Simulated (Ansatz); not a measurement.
TiO₂:
```
TiO2
1.0
    4.54502     0.00000     0.00000
    0.00000     5.51364     0.00000
    0.00000     0.00000     4.89409
Ti O
4 8
Direct
  0.50000   0.67571   0.75000
  0.50000   0.32429   0.25000
  0.00000   0.82429   0.25000
  0.00000   0.17571   0.75000
  0.72889   0.61822   0.08086
  0.27111   0.38178   0.91914
  0.77111   0.88178   0.58086
  0.22889   0.11822   0.41914
  0.22889   0.88178   0.91914
  0.77111   0.11822   0.08086
  0.27111   0.61822   0.41914
  0.72889   0.38178   0.58086
```

Relaxed with r²SCAN.

Problem. Give the Bader charges and basin volumes of the independent atoms, r²SCAN (plane waves, PAW; program Ansatz).

Solution. 

```
atom  Bader charge (e)  Bader volume (Å³)
----  ----------------  -----------------
Ti1              +2.37                6.9
O5               -1.18               11.9
```

Space group Pbcn. This is a known high-pressure phase of the composition, computed here at zero pressure and temperature. Symmetry was held in the r²SCAN relaxation; whether a distortion lowers the energy is not shown. The run is not spin-polarised.

Potentials: the later of the program's two PAW sets.
